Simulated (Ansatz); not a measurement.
Consider the following.

CuI (zinc blende)

```xyz
4
Lattice="0.0000 6.0793 6.0793 3.0397 0.0000 3.0397 3.0397 3.0397 0.0000" Properties=species:S:1:pos:R:3 pbc="T T T"
I      4.5595     4.5595     4.5595
I      4.5595     7.5992     7.5992
Cu     0.0000     0.0000     0.0000
Cu     0.0000     3.0397     3.0397
```

Scan: atom 2 (I, nearest neighbour Cu at 2.632 Å; its periodic images, 4.3 Å or more away, move with it) is displaced towards the nearest neighbour, direction (-0.577, -0.577, 0.577) in Cartesian axes, by s. The other atoms stay.

Method: PBE (plane waves to 420 eV, PAW, scalar-relativistic; Ansatz, an electronic-structure program). k mesh 4×8×8 (Γ-centred), Fermi-Dirac smearing 0.05 eV. The energy includes the smearing's −TS. CuI is run without spin polarisation. CuI was relaxed with its symmetry unable to fall. Spin-orbit coupling is left out, though I is heavy. ΔE is measured from the undisplaced structure.

The scan covers s from -0.260 to 0.260 Å in 11 points.

Is the energy the same for displacements of ±0.260 Å, and if not, which side lies higher?

Not even: the positive side lies higher at ±0.260 Å. With its periodic images moving along, the atom's site symmetry in this cell is 3m.

What is the energy change at s = 0.260 Å?

163.2 meV/cell.

What force acts on the atom along the line at s = -0.260 Å?

0.480 eV/Å.

(For displaced atoms, the force is minus the slope of the energy, and its curvature is a force constant, which sets phonon frequencies.)
